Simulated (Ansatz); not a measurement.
Relaxed-ion elastic tensor of TiPt₃ in space group P6_3/mmc (No. 194; Ti on 2a, Ti on 2c, Pt on 6g, Pt on 6h) in GPa (Voigt order), DFT-PBEsol in the program Ansatz with PAW potentials; density 17.73 g/cm³, 14.83 Å³ per atom.

```tsv
	1	2	3	4	5	6
1	436	184	174	0.0	0.0	0.0
2	184	436	174	0.0	0.0	0.0
3	174	174	452	0.0	0.0	0.0
4	0.0	0.0	0.0	100	0.0	0.0
5	0.0	0.0	0.0	0.0	100	0.0
6	0.0	0.0	0.0	0.0	0.0	126
```

### Question
Is the crystal mechanically stable?

### Answer
Yes: the smallest eigenvalue of C is 100 GPa.

### Question
Work out the Voigt, Reuss and Hill averages.

### Answer
K_V = 265, K_R = 265, K_H = 265; G_V = 118, G_R = 116, G_H = 117 GPa.

### Question
Give Young's modulus, Poisson's ratio, Pugh's ratio and the universal anisotropy index.

### Answer
E = 9KG/(3K + G) = 306 GPa; ν = 0.31; K/G = 2.27 (ductile by the Pugh limit of 1.75); A_U = 5G_V/G_R + K_V/K_R − 6 = 0.09.

### Question
Estimate the sound speeds and the Debye temperature.

### Answer
v_l = √((K + 4G/3)/ρ) = 4880 m/s, v_t = √(G/ρ) = 2570 m/s, mean 2870 m/s; Θ = (h/k)(3n/4πV)^(1/3) v_m = 348 K.

### Question
Solve the Christoffel equation for the three sound speeds along x, y, z.

### Answer
Eigenvalues of C_ijkl n_j n_l equal ρv². In km/s, slowest first: x 2.38, 2.66, 4.96; y 2.38, 2.66, 4.96; z 2.38, 2.38, 5.05.

### Question
How much does each axis shrink under pressure?

### Answer
Linear compressibilities β_i = Σ_j S_ij (j = 1 to 3): x 1.3, y 1.3, z 1.2 per TPa.

The first step of the workflow began from a Materials Project structure, measured or hypothetical; the Crystallography Open Database copy checked does not list it. COD files the formula under space group No. 164, 221. Its standing as an ambient phase is unchecked. The PBEsol relaxation kept the symmetry of its start; whether a distortion lowers the energy is not shown. The run is not spin-polarised. As this level gives no gap, shear constants depend on the k-mesh and smearing (Fermi–Dirac, 0.1 eV here). On the denser mesh and wider smearing of the elastic run this cell carries a stress of 0.5 GPa. Spin–orbit coupling is left out wherever it is not named.

Potentials: the later of the program's two PAW sets.
